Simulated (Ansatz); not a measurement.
BAs:
```
CELL_PARAMETERS angstrom
      0.00000     2.28538     2.28538
      2.28538     0.00000     2.28538
      2.28538     2.28538     0.00000
ATOMIC_POSITIONS crystal
  B  0.00000 0.00000 0.00000
  As 0.50000 0.50000 0.50000
```

Relaxed with PBEsol. Special points in fractions of this cell's reciprocal vectors: Γ (0.000, 0.000, 0.000); X (0.500, 0.000, 0.500); U (0.625, 0.250, 0.625); K (0.375, 0.375, 0.750); L (0.500, 0.500, 0.500); W (0.500, 0.250, 0.750).

Problem. List the band energies nearest the Fermi level at these points for PBEsol (plane waves, PAW; program Ansatz).

Solution. In eV from the Fermi level; about four levels below and three above (degenerate sets whole), none deeper than 8.9 eV; points with the same levels are listed once.

| k | below | above |
|---|---|---|
| Γ | -0.01 -0.01 -0.01 | 3.87 7.85 7.85 7.85 |
| X | -8.13 -3.84 -3.84 -3.28 | 3.54 10.85 10.85 |
| U | -7.62 -7.32 -2.93 -0.52 | 7.24 7.57 9.84 |
| L | – | 1.06 1.06 1.36 1.36 |
| W | -6.97 -6.56 -6.56 | 3.16 4.47 9.39 9.39 |

Space group Fm-3m (rock salt). The start of the workflow was typed in or built on a structure type; neither database checked (COD, Materials Project) lists it. It is not the phase usual at ambient conditions (space group No. 216). The PBEsol relaxation kept the symmetry of its start. At this level the phase is dynamically unstable (imaginary phonons). Its formation energy is positive at this level, so the cell may be metastable or incomplete. Scalar-relativistic: spin–orbit coupling is off unless named, which matters more the heavier the elements.

Potentials: the earlier of the program's two PAW sets. The files were generated under PBE; for other functionals the program regenerates the frozen cores, and for LDA and PBEsol the local potential too.
